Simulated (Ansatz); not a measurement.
CuSn:
```yaml
crystal:
  lattice:
    - [4.12041, 0.00000, 0.00000]
    - [-2.06020, 3.56838, 0.00000]
    - [0.00000, 0.00000, 4.97434]
  atoms:
    - { symbol: Cu, position: [0.00000, 0.00000, 0.00000] }
    - { symbol: Cu, position: [0.00000, 0.00000, 0.50000] }
    - { symbol: Sn, position: [0.33333, 0.66667, 0.25000] }
    - { symbol: Sn, position: [0.66667, 0.33333, 0.75000] }
```

Relaxed with PBEsol. Special points in fractions of this cell's reciprocal vectors: Γ (0.000, 0.000, 0.000); M (0.500, 0.000, 0.000); K (0.333, 0.333, 0.000); A (0.000, 0.000, 0.500); L (0.500, 0.000, 0.500); H (0.333, 0.333, 0.500).

Question: List the band energies nearest the Fermi level at these points for the program Ansatz at the PBEsol with spin–orbit coupling level (PAW).

Answer: In eV from the Fermi level; about four levels below and three above (degenerate sets whole), none deeper than 8.9 eV; points with the same levels are listed once.

```json
[
 {"k": "Γ", "below": "-2.69 -2.69 -1.21 -1.21", "above": "0.97 0.97 1.30 1.30"},
 {"k": "M", "below": "-1.53 -1.53 -0.89 -0.89", "above": "1.02 1.02 3.17 3.17"},
 {"k": "K", "below": "-0.12 -0.12 -0.09 -0.09", "above": "1.10 1.10 1.23 1.23"},
 {"k": "A", "below": "-3.34 -3.34 -3.34 -3.34 -3.34 -3.34 -3.34 -3.34", "above": "1.86 1.86 1.86 1.86"},
 {"k": "L", "below": "-2.94 -2.94 -2.94 -2.94", "above": "0.33 0.33 0.33 0.33"},
 {"k": "H", "below": "-2.34 -2.34 -2.30 -2.30", "above": "5.73 5.73 5.94 5.94"}
]
```

Space group P6_3/mmc (NiAs type). The workflow started from a Materials Project entry (that database holds measured and hypothetical structures alike); the Crystallography Open Database files this formula in space group No. 194, but the cells were not matched. Whether it is the stable phase at ambient conditions was not checked. The cell was relaxed with PBEsol under the symmetry of its start; whether a distortion lowers the energy is not shown. No spin polarisation was allowed.

Potentials: the later of the program's two PAW sets.
